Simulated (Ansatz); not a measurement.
In plane-wave PAW PBEsol (Ansatz code), InSb in the NiAs type structure (P6_3/mmc) relaxes to a = 4.173 Å, c = 7.349 Å. In has 6 nearest neighbours from 3.03 Å (octahedral); Sb has 6 nearest neighbours from 3.03 Å (trigonal prismatic). Against the elements it lies at 0.032 eV/atom, with no fitted shifts.

Electronic character: metallic (no gap). Gap from PBEsol with spin–orbit coupling: none (metallic).

The bulk modulus is 542 kbar. The relaxed-ion elastic constants in GPa are C11 = 64.5, C12 = 45.3, C13 = 47.8, C33 = 84.8, C44 = 23.9. The elastic constants imply a Debye temperature near 162 K. The highest mode at Γ lies at 114 cm⁻¹.

The start of the workflow was typed in or built on a structure type; neither database checked (COD, Materials Project) lists it. It is not the phase usual at ambient conditions (space group No. 216). Symmetry was held in the PBEsol relaxation; its stability against distortions is not shown here. As this level gives no gap, shear constants depend on the k-mesh and smearing (Fermi–Dirac, 0.1 eV here). As this level gives no gap, phonon frequencies hold no LO–TO term and depend on the k-mesh and smearing (Fermi–Dirac, 0.1 eV here). The references are the lowest solids computed at this level, not always the standard phases. Spin–orbit coupling is left out wherever it is not named.

Potentials: the earlier of the program's two PAW sets. The files were generated under PBE; for other functionals the program regenerates the frozen cores, and for LDA and PBEsol the local potential too.
